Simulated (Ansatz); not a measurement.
C in space group P4_2/ncm (No. 138; C on 8i, C on 4b), PBE in the plane-wave PAW code Ansatz. The conduction-band minimum lies on the A–Z line, 75 % of the way from A, with 4 equivalent valleys. Second derivatives d²E/dk² of the lowest band at one valley (eV·Å²), along Cartesian directions:

| direction | d²E/dk² |
|---|---|
| [100] | 16.13 |
| [010] | 16.13 |
| [001] | 13.53 |
| [110] | 14.99 |
| [101] | 14.83 |
| [011] | 14.83 |

Task: Find the principal effective masses, the density-of-states mass and the conductivity mass.

Result: Off-diagonal terms follow from H_xy = H[110] − (H_xx + H_yy)/2, and m*/mₑ = 7.620 eV·Å² over each eigenvalue: 0.44, 0.51, 0.56. One valley's DOS mass (m₁m₂m₃)^(1/3) = 0.50, conductivity mass 3/(Σ 1/mᵢ) = 0.50 mₑ.

Task: What effective density of states Nc follows at 300 K for parabolic valleys?

Result: Nc = 2.509e19 × 4 × (0.50)^(3/2) ≈ 3.5e19 cm⁻³.

The start of the workflow was typed in or built on a structure type; neither database checked (COD, Materials Project) lists it. It is not the phase usual at ambient conditions (space group No. 194, 227). The cell was relaxed with PBE under the symmetry of its start; whether a distortion lowers the energy is not shown.

Potentials: the later of the program's two PAW sets.

Edges and masses are those of Kohn–Sham bands, whose gap is no quasiparticle gap.
